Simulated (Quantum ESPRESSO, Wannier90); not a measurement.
SnAs (rock salt): Wannier90 run

```
SnAs
1.0
    0.00000     2.87687     2.87687
    2.87687     0.00000     2.87687
    2.87687     2.87687     0.00000
Sn As
1 1
Direct
  0.50000   0.50000   0.50000
  0.00000   0.00000   0.00000
```

Structure: Materials Project mp-2182, symmetrised, not relaxed again. COD (Crystallography Open Database) has an entry of this formula and space group (matched by these alone). Computed values, not measurements, from LDA: Quantum ESPRESSO (norm-conserving PseudoDojo potentials, cutoff 64 Ry, no spin polarisation, no spin-orbit coupling) on a Γ-centred 10×10×10 mesh, then Wannier90. Density: 10×10×10 mesh, cold smearing 0.01 Ry. Spin-orbit coupling is left out although heavy elements are present.

Base run: 8 functions from bands 11-25 of the 25 computed, start hydrogen-like Sn: s;p; As: s;p, centres 0.05 Å off the atoms, frozen window up to 1.50 eV relative to the Fermi level, outer window open. One setting was then changed (edges relative to the Fermi level; misfit to pw.x on a path, for states up to 1.0 eV relative to the Fermi level).

| run | Ω_I (Å²) | rms misfit (meV) | worst (meV) |
|---|---|---|---|
| base | 11.33 | 2.9 | 23 |
| changed | 13.61 | 1.0 | 5.4 |

**Question.** Which change was made?
(A) no frozen window
(B) outer window to 7.75 eV
(C) frozen window to 2.50 eV
(D) only the lowest 11 of the kept bands
(E) frozen window to 0.50 eV

**Answer.** D, only the lowest 11 of the kept bands. The others give:

```json
[
 {"run": "frozen window to 2.50 eV", "Ω_I (Å²)": "11.90", "rms misfit (meV)": "1.7", "worst (meV)": "11"},
 {"run": "frozen window to 0.50 eV", "Ω_I (Å²)": "11.04", "rms misfit (meV)": "39", "worst (meV)": "323"},
 {"run": "no frozen window", "Ω_I (Å²)": "9.65", "rms misfit (meV)": "273", "worst (meV)": "1130"},
 {"run": "outer window to 7.75 eV", "Ω_I (Å²)": "21.22", "rms misfit (meV)": "8.2", "worst (meV)": "46"}
]
```
